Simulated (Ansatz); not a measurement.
## Zone-centre modes in TiAl

These are results of DFT r2SCAN, scalar-relativistic, plane waves, PAW in Ansatz 0.2.0, not measurements. Cutoff 500 eV, Γ-centred 20×14×14 k-points, Gaussian smearing of 0.15 eV. No spin polarisation.

The undisturbed cell (relaxed at this level; it needn't be the usual structure):

```xyz
4
Lattice="-3.1713 0.0000 0.0000 0.0000 3.1713 3.1713 0.0000 3.1713 -3.1713" Properties=species:S:1:pos:R:3 pbc="T T T"
Ti    0.0000    3.1713    0.0000
Ti    0.0000    0.0000    0.0000
Al   -1.5857    1.5857    1.5857
Al   -1.5857    1.5857   -1.5857
```

Harmonic modes by finite displacements of 0.02 Å, without the LO–TO term. The cell doubles the primitive one, so its zone centre also holds the primitive cell's point q = (0, 1/2, 1/2).

Problem. At this geometry, is the structure stable against these modes?

Solution. No: 2 modes are unstable, the strongest at 104i cm⁻¹.

Problem. List the wavenumbers in cm⁻¹.

Solution. 104i, 104i, 0, 0, 0, 223, 293, 330, 330, 330, 349, 349.

Cost: 1 run of about 18 core-minutes, on Intel Xeon Processor @ 2.50GHz (Skylake/Cascade Lake) (shared hosts).